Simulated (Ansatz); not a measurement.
# Notes on HfZnPb

```yaml
crystal:
  lattice:
    - [5.24970, -0.90260, 1.25736]
    - [-0.19222, 5.42947, 0.14173]
    - [0.05264, 0.48145, 5.64864]
  atoms:
    - { symbol: Zn, position: [0.13306, 0.96898, 0.84262] }
    - { symbol: Zn, position: [0.32637, 0.48717, 0.63665] }
    - { symbol: Pb, position: [0.99660, 0.34418, 0.11410] }
    - { symbol: Pb, position: [0.65475, 0.19459, 0.78986] }
    - { symbol: Hf, position: [0.02219, 0.81508, 0.38558] }
    - { symbol: Hf, position: [0.55934, 0.64471, 0.09357] }
```

Method: m-r2SCAN, no spin polarisation; PAW, plane waves to 500 eV, 4×4×4 (shifted by 0, 0.5, 0 steps) mesh, gaussian occupations (width 0.114 eV) (Ansatz 0.2.0), atoms fixed.

(1) What is the formation energy?

(2) Metal or insulator?

(3) Describe some of the short contacts.

(4) Which element gives electrons and which takes them?

(5) Where is the largest force?

Origin: a disordered cell, so it need not be a known compound. Caveats: the k mesh is coarse if the cell is a metal; atoms or cell far from equilibrium; m-r2SCAN is r2SCAN with a changed spin dependence that lowers moments.

## Answers

(1) 0.53 eV an atom against the elements' usual phases (free molecules for gases, crystals otherwise, with no correction for O₂ or N₂), so at this geometry it isn't bound against them. Relaxing would lower it.

(2) It is a metal, with about 5.2 states/eV a cell as the mean within 0.25 eV of the Fermi level, mostly Hf d (66 %) and Pb p (15 %).

(3) Zn–Pb at 2.80 Å: least valence density 0.25 e/Å³ and ELF 0.27 there. Zn–Zn at 2.83 Å: least valence density 0.19 e/Å³ and ELF 0.32 there. Zn–Hf at 2.96 Å: least valence density 0.21 e/Å³ and ELF 0.41 there. Both are smooth PAW fields, read partly inside the augmentation spheres.

(4) Bader charges in e: Hf +0.92 to +0.95, Zn -0.40 to -0.35, Pb -0.67 to -0.46. In the mean Hf gives up most and Pb takes most.

(5) The largest is on Pb3: 1.69 eV/Å, components (0.08, 0.58, 1.58). It makes 138° with the line to a nearest neighbour, Zn1 at 2.80 Å, pointing away from it.
